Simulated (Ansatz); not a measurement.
Consider the following.

AlZnInO4:
```xyz
7
Lattice="1.6282 0.9401 8.5384 -1.6282 0.9401 8.5384 0.0000 -1.8801 8.5384" Properties=species:S:1:pos:R:3 pbc="T T T"
In     0.0000     0.0000    25.5049
Al     0.0000     0.0000     5.4510
Zn     0.0000     0.0000    20.0215
O      0.0000     0.0000     3.5649
O      0.0000     0.0000    22.5285
O      0.0000     0.0000     7.3301
O      0.0000     0.0000    18.0593
```

This is the PBEsol-relaxed structure.

Task: All from plane-wave PAW PBEsol (Ansatz code), unless another level is named. Give the highest zone-centre frequency (without LO–TO term).

Result: 674 cm^-1.

Task: Give the bulk modulus (Birch–Murnaghan fit).

Result: 178 GPa.

Space group R3m. The cell is a constructed one: a structure type filled with these elements; neither database checked (COD, Materials Project) lists it. Whether it is the stable phase at ambient conditions was not checked. Symmetry was held in the PBEsol relaxation; its stability against distortions is not shown here.

Potentials: the earlier of the program's two PAW sets. The files were generated under PBE; for other functionals the program regenerates the frozen cores, and for LDA and PBEsol the local potential too.
